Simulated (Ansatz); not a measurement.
The cell below belongs to a search over invented structures; it isn't taken from experiment.

Input and command of a plane-wave DFT calculation in Ansatz:

```yaml
crystal:
  lattice:
    - [3.24223777, 0.0, 0.0]
    - [0.0, 4.57683534, 0.0]
    - [0.0, 0.0, 7.29201848]
  atoms:
    - { symbol: Zr, position: [0.0, 0.72313452, 0.29165915] }
    - { symbol: Zr, position: [0.0, 0.72313452, 0.70834085] }
    - { symbol: Zr, position: [0.0, 0.27686548, 0.70834085] }
    - { symbol: Zr, position: [0.0, 0.27686548, 0.29165915] }
    - { symbol: Sc, position: [0.5, 0.0, 0.5] }
    - { symbol: Cu, position: [0.5, 0.5, 0.5] }
basis:
  ecutwfc: 420
kpoints:
  mp_grid: { grid: [5, 4, 3] }
hamiltonian:
  xc: pbe
scf:
  occupations: { method: gaussian, width: 0.2 }
  lower_state_search: "off"
output:
  forces: true
  stress: true
  eigenvalues: true
relax:
  adjacent_minimum: "off"
  f_tol: 0.08
  max_steps: 16
  cell: { stress_tol: 0.8 }
```

```bash
ansatz run input.yaml --threads 1 --pin off --max-ram 2560MiB --backend cpu --events-out ev --progress --plain --runs-dir out
```

Processor: Arm Neoverse N1, 1 thread, on a host shared with other jobs.

Task: Estimate time, memory and problem size.

Result: About 2.8 min, peak memory 0.46 GiB. It solves 47 bands at 18 k points (after reduction by symmetry) with about 2605 plane waves (on the last cell), in 103 SCF iterations over 13 ionic steps.
